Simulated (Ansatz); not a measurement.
The relaxed structure here is a generated cell of CsPbBr3: the first start was made by a random draw of sites in a space group, and the end was not matched to a known phase here, so it may be hypothetical. Known forms of CsPbBr3 include space group No. 62, 221.

The end point of a relaxation of CsPbBr3. These are PBEsol (plane waves to 420 eV, PAW, scalar-relativistic; Ansatz, a program for electronic structure) values and carry that method's errors.

```xyz
5
Lattice="7.0813 0.0000 0.0000 0.0000 7.0813 0.0000 0.0000 0.0000 5.4530" Properties=species:S:1:pos:R:3 pbc="T T T"
Br     0.0000     3.5406     2.7265
Br     3.5406     0.0000     2.7265
Br     0.0000     0.0000     2.7265
Cs     3.5406     3.5406     2.7265
Pb     0.0000     0.0000     0.0000
```

Determine the symmetry and give the standard cell with its independent sites.

Space group P4/mmm (No. 123); a = 7.0813 Å, b = 7.0813 Å, c = 5.4530 Å, α = 90.00°, β = 90.00°, γ = 90.00°

| atom | site | symmetry | x | y | z |
|---|---|---|---|---|---|
| Br | 2e | mmm. | 0.0000 | 0.5000 | 0.5000 |
| Br | 1b | 4/mmm | 0.0000 | 0.0000 | 0.5000 |
| Cs | 1d | 4/mmm | 0.5000 | 0.5000 | 0.5000 |
| Pb | 1a | 4/mmm | 0.0000 | 0.0000 | 0.0000 |

Give the shortest distances between elements (the closest pairs, up to four, under 3.6 Å).

Br–Pb 2.73 Å; Br–Cs 3.54 Å; Br–Br 3.54 Å.

The volume per atom is 54.69 Å³. The band gap comes out as 0.21 eV, direct at Z (no spin-orbit coupling).

No spin polarisation in the result. Spin-orbit coupling is missing; with elements this heavy it can move band edges by tenths of an eV or more.

The run could not lose the symmetry of its start, so the end can be a saddle point.
